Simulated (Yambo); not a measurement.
Absorption of KMo₂AlO₈ (space group P-3m1, No. 164) with and without the electron-hole interaction (Yambo, PBEsol bands; 3×3×2 mesh, 24 valence and 18 conduction bands, static screening with 118 bands and a 3 Ry block, scissor 2.67 eV, Tamm-Dancoff; field along x). Axes are Cartesian, with cell vectors (Å) (5.64, 0.00, 0.00), (-2.82, 4.88, 0.00), (0.00, 0.00, 7.32).

```json
[
 {"E (eV)": "3.01", "Im ε, BSE": "0.04", "Im ε, independent quasiparticles": "0.03"},
 {"E (eV)": "3.11", "Im ε, BSE": "0.04", "Im ε, independent quasiparticles": "0.04"},
 {"E (eV)": "3.21", "Im ε, BSE": "0.04", "Im ε, independent quasiparticles": "0.04"},
 {"E (eV)": "3.31", "Im ε, BSE": "0.04", "Im ε, independent quasiparticles": "0.04"},
 {"E (eV)": "3.41", "Im ε, BSE": "0.05", "Im ε, independent quasiparticles": "0.04"},
 {"E (eV)": "3.51", "Im ε, BSE": "0.05", "Im ε, independent quasiparticles": "0.04"},
 {"E (eV)": "3.61", "Im ε, BSE": "0.06", "Im ε, independent quasiparticles": "0.05"},
 {"E (eV)": "3.71", "Im ε, BSE": "0.06", "Im ε, independent quasiparticles": "0.05"},
 {"E (eV)": "3.81", "Im ε, BSE": "0.08", "Im ε, independent quasiparticles": "0.05"},
 {"E (eV)": "3.91", "Im ε, BSE": "0.09", "Im ε, independent quasiparticles": "0.05"},
 {"E (eV)": "4.01", "Im ε, BSE": "0.12", "Im ε, independent quasiparticles": "0.06"},
 {"E (eV)": "4.11", "Im ε, BSE": "0.16", "Im ε, independent quasiparticles": "0.06"},
 {"E (eV)": "4.21", "Im ε, BSE": "0.21", "Im ε, independent quasiparticles": "0.06"},
 {"E (eV)": "4.31", "Im ε, BSE": "0.26", "Im ε, independent quasiparticles": "0.07"},
 {"E (eV)": "4.42", "Im ε, BSE": "0.40", "Im ε, independent quasiparticles": "0.07"},
 {"E (eV)": "4.52", "Im ε, BSE": "0.59", "Im ε, independent quasiparticles": "0.07"},
 {"E (eV)": "4.62", "Im ε, BSE": "0.52", "Im ε, independent quasiparticles": "0.08"},
 {"E (eV)": "4.72", "Im ε, BSE": "0.40", "Im ε, independent quasiparticles": "0.08"},
 {"E (eV)": "4.82", "Im ε, BSE": "0.32", "Im ε, independent quasiparticles": "0.09"},
 {"E (eV)": "4.92", "Im ε, BSE": "0.26", "Im ε, independent quasiparticles": "0.10"},
 {"E (eV)": "5.02", "Im ε, BSE": "0.27", "Im ε, independent quasiparticles": "0.11"},
 {"E (eV)": "5.12", "Im ε, BSE": "0.33", "Im ε, independent quasiparticles": "0.12"},
 {"E (eV)": "5.22", "Im ε, BSE": "0.47", "Im ε, independent quasiparticles": "0.13"},
 {"E (eV)": "5.32", "Im ε, BSE": "0.78", "Im ε, independent quasiparticles": "0.14"},
 {"E (eV)": "5.42", "Im ε, BSE": "1.05", "Im ε, independent quasiparticles": "0.15"},
 {"E (eV)": "5.52", "Im ε, BSE": "0.82", "Im ε, independent quasiparticles": "0.17"},
 {"E (eV)": "5.62", "Im ε, BSE": "0.66", "Im ε, independent quasiparticles": "0.19"},
 {"E (eV)": "5.72", "Im ε, BSE": "0.66", "Im ε, independent quasiparticles": "0.22"},
 {"E (eV)": "5.82", "Im ε, BSE": "0.74", "Im ε, independent quasiparticles": "0.26"},
 {"E (eV)": "5.92", "Im ε, BSE": "0.94", "Im ε, independent quasiparticles": "0.30"},
 {"E (eV)": "6.02", "Im ε, BSE": "1.15", "Im ε, independent quasiparticles": "0.36"},
 {"E (eV)": "6.12", "Im ε, BSE": "1.30", "Im ε, independent quasiparticles": "0.45"},
 {"E (eV)": "6.22", "Im ε, BSE": "1.35", "Im ε, independent quasiparticles": "0.58"},
 {"E (eV)": "6.32", "Im ε, BSE": "1.31", "Im ε, independent quasiparticles": "0.80"},
 {"E (eV)": "6.42", "Im ε, BSE": "1.34", "Im ε, independent quasiparticles": "1.19"},
 {"E (eV)": "6.52", "Im ε, BSE": "1.45", "Im ε, independent quasiparticles": "1.84"},
 {"E (eV)": "6.62", "Im ε, BSE": "1.46", "Im ε, independent quasiparticles": "2.94"},
 {"E (eV)": "6.72", "Im ε, BSE": "1.32", "Im ε, independent quasiparticles": "4.19"},
 {"E (eV)": "6.82", "Im ε, BSE": "1.21", "Im ε, independent quasiparticles": "4.34"},
 {"E (eV)": "6.92", "Im ε, BSE": "1.31", "Im ε, independent quasiparticles": "4.18"},
 {"E (eV)": "7.02", "Im ε, BSE": "1.55", "Im ε, independent quasiparticles": "4.13"},
 {"E (eV)": "7.12", "Im ε, BSE": "1.79", "Im ε, independent quasiparticles": "4.09"},
 {"E (eV)": "7.22", "Im ε, BSE": "1.92", "Im ε, independent quasiparticles": "4.37"},
 {"E (eV)": "7.32", "Im ε, BSE": "1.87", "Im ε, independent quasiparticles": "5.39"},
 {"E (eV)": "7.43", "Im ε, BSE": "2.00", "Im ε, independent quasiparticles": "5.74"},
 {"E (eV)": "7.53", "Im ε, BSE": "2.25", "Im ε, independent quasiparticles": "5.02"},
 {"E (eV)": "7.63", "Im ε, BSE": "2.36", "Im ε, independent quasiparticles": "4.40"},
 {"E (eV)": "7.73", "Im ε, BSE": "2.20", "Im ε, independent quasiparticles": "3.64"},
 {"E (eV)": "7.83", "Im ε, BSE": "2.09", "Im ε, independent quasiparticles": "2.96"},
 {"E (eV)": "7.93", "Im ε, BSE": "2.11", "Im ε, independent quasiparticles": "2.62"},
 {"E (eV)": "8.03", "Im ε, BSE": "2.07", "Im ε, independent quasiparticles": "2.45"},
 {"E (eV)": "8.13", "Im ε, BSE": "1.99", "Im ε, independent quasiparticles": "2.42"},
 {"E (eV)": "8.23", "Im ε, BSE": "1.97", "Im ε, independent quasiparticles": "2.78"},
 {"E (eV)": "8.33", "Im ε, BSE": "2.02", "Im ε, independent quasiparticles": "3.47"},
 {"E (eV)": "8.43", "Im ε, BSE": "2.20", "Im ε, independent quasiparticles": "3.92"},
 {"E (eV)": "8.53", "Im ε, BSE": "2.49", "Im ε, independent quasiparticles": "4.05"},
 {"E (eV)": "8.63", "Im ε, BSE": "2.53", "Im ε, independent quasiparticles": "3.79"},
 {"E (eV)": "8.73", "Im ε, BSE": "2.43", "Im ε, independent quasiparticles": "3.65"},
 {"E (eV)": "8.83", "Im ε, BSE": "2.50", "Im ε, independent quasiparticles": "3.79"},
 {"E (eV)": "8.93", "Im ε, BSE": "2.50", "Im ε, independent quasiparticles": "3.82"},
 {"E (eV)": "9.03", "Im ε, BSE": "2.55", "Im ε, independent quasiparticles": "3.76"},
 {"E (eV)": "9.13", "Im ε, BSE": "2.51", "Im ε, independent quasiparticles": "3.73"},
 {"E (eV)": "9.23", "Im ε, BSE": "2.28", "Im ε, independent quasiparticles": "3.59"},
 {"E (eV)": "9.33", "Im ε, BSE": "2.18", "Im ε, independent quasiparticles": "3.02"},
 {"E (eV)": "9.43", "Im ε, BSE": "2.31", "Im ε, independent quasiparticles": "2.59"},
 {"E (eV)": "9.53", "Im ε, BSE": "2.34", "Im ε, independent quasiparticles": "2.58"},
 {"E (eV)": "9.63", "Im ε, BSE": "2.45", "Im ε, independent quasiparticles": "2.76"},
 {"E (eV)": "9.73", "Im ε, BSE": "2.59", "Im ε, independent quasiparticles": "2.89"},
 {"E (eV)": "9.83", "Im ε, BSE": "2.54", "Im ε, independent quasiparticles": "3.16"},
 {"E (eV)": "9.93", "Im ε, BSE": "2.55", "Im ε, independent quasiparticles": "3.43"}
]
```

The scissor comes from a G0W0 run whose convergence isn't established. Broadening 0.15 eV. The band window holds all transitions up to 13.7 eV. Fine structure above the onset can come from the mesh.

Spin-orbit splittings are left out.

Geometry of the Materials Project entry, not relaxed at this level; primitive cell a = 5.638 Å, b = 5.638 Å, c = 7.318 Å, α = 90.00°, β = 90.00°, γ = 120.00°.

The structure is a Materials Project entry; no match was found in the copy of COD used, and its stability was not checked.
